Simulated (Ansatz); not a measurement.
# How far is PAW off for LuSi2?

```
Lu Si
1.0
     3.75000    0.00000    0.00000
    -1.87500    3.24760    0.00000
     0.00000    0.00000    4.00950
Lu Si
1 2
Direct
  0.00000 0.00000 0.00000
  0.33333 0.66667 0.50000
  0.66667 0.33333 0.50000
```

Atom numbers follow the list: Lu1, Si2, Si3.

The geometry is COD entry 4344350, unchecked; take it as a test cell. The listed cell was then made from it by scaling, straining or moving an atom.

Spin–orbit coupling is left out, though it moves levels of the heavy atoms by tenths of an eV or more.

All numbers are computed: DFT, PBEsol, PAW with Ansatz's default frozen-core files, scalar-relativistic (Ansatz 0.2.0); DFT, PBEsol, all-electron PAW with datasets made for the crystal, scalar-relativistic (Ansatz 0.2.0); DFT, PBEsol, all-electron LAPW, scalar-relativistic (Ansatz 0.2.0).

For PAW: a Γ-centred 13×13×10 k mesh, Fermi–Dirac smearing of 0.05 eV, cutoff 420 eV, no spin polarisation; the PAW files were made with PBE, and the program remakes their frozen cores for this functional. The crystal-made all-electron datasets (AE datasets) take a cutoff of 340 eV at this cell. LAPW targets a basis error of 0.5 meV/atom. The Ansatz runs share mesh, smearing and spin set-up. Plane-wave (PAW) pressures include the program's estimate of the Pulay term.

Stress and pressure are positive in compression.

No spin–orbit coupling: at heavy atoms the gradients can be off by tens of per cent for that reason.

In a metal, gradients converge slowly with the k mesh: the values move by tens of per cent from one mesh to another, at times in sign, so only the comparison on one mesh counts.

```tsv
quantity	PAW	AE datasets	LAPW
pressure (GPa)	14.25	14.18	14.18
stress xx (GPa)	23.01	22.90	22.90
stress zz (GPa)	-3.26	-3.26	-3.26
field gradient Vzz at Lu1 (10²¹ V/m²)	?	?	–
```

(1) What belongs in the row "field gradient Vzz at Lu1 (10²¹ V/m²)", column "AE datasets"?

(2) What belongs in the row "field gradient Vzz at Lu1 (10²¹ V/m²)", column "PAW"?

Results:

(1) -1.56.

(2) -1.16.
